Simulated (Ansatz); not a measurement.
## Field gradients at the nuclei in LiBH₄

The cell is a computed structure from the Materials Project (it need not be an observed phase).

Space group Pnma (No. 62); a = 6.9508, b = 4.3380, c = 6.6204 Å.

| site | Wyckoff | site symmetry | x | y | z |
| --- | --- | --- | --- | --- | --- |
| Li | 4c | .m. | 0.1598 | 0.2500 | 0.1091 |
| B | 4c | .m. | 0.3035 | 0.2500 | 0.4283 |
| H9 | 8d | 1 | 0.3010 | 0.5253 | 0.9274 |
| H17 | 4c | .m. | 0.9082 | 0.2500 | 0.9244 |
| H21 | 4c | .m. | 0.3998 | 0.2500 | 0.2741 |

One atom of each set is listed.

All values are calculated (Ansatz; DFT, PBE, plane waves and PAW, scalar-relativistic, 420 eV cutoff, Γ-centred 4×7×4 k-points, Fermi–Dirac smearing 0.02 eV), not measured.

V_zz is the principal component of the electric field gradient with the largest magnitude, η = (V_xx − V_yy)/V_zz and C_Q = eQV_zz/h. ν_Q = 3|C_Q|/[2I(2I − 1)].

Li-7: I = 3/2, Q = -40.10 mb; B-11: I = 3/2, Q = 40.59 mb; ²H: I = 1, Q = 2.858 mb. Nuclear quadrupole moments: year-2017 set (Pyykkö).

| site | atoms | first shell | C_Q (MHz) | η | ν_Q (MHz) |
| --- | --- | --- | --- | --- | --- |
| Li | 4 | 9 H at 1.96–2.34 Å; also 1 B at 2.34 Å | -0.032 | 0.51 | 0.016 |
| B | 4 | 4 H at 1.22 Å | 0.143 | 0.27 | 0.072 |
| H9 | 8 | 1 B at 1.22 Å; also 1 Li at 1.96 Å | 0.124 | 0.15 | 0.186 |
| H17 | 4 | 1 B at 1.22 Å | 0.121 | 0.02 | 0.182 |
| H21 | 4 | 1 B at 1.22 Å; also 2 Li at 1.97–1.99 Å | 0.117 | 0.27 | 0.176 |

At H9, H17 and H21 V_zz points along its bond to B (within 3°) in each case.

The lattice is static: at room temperature BH₄ may turn and average the couplings of its hydrogen.
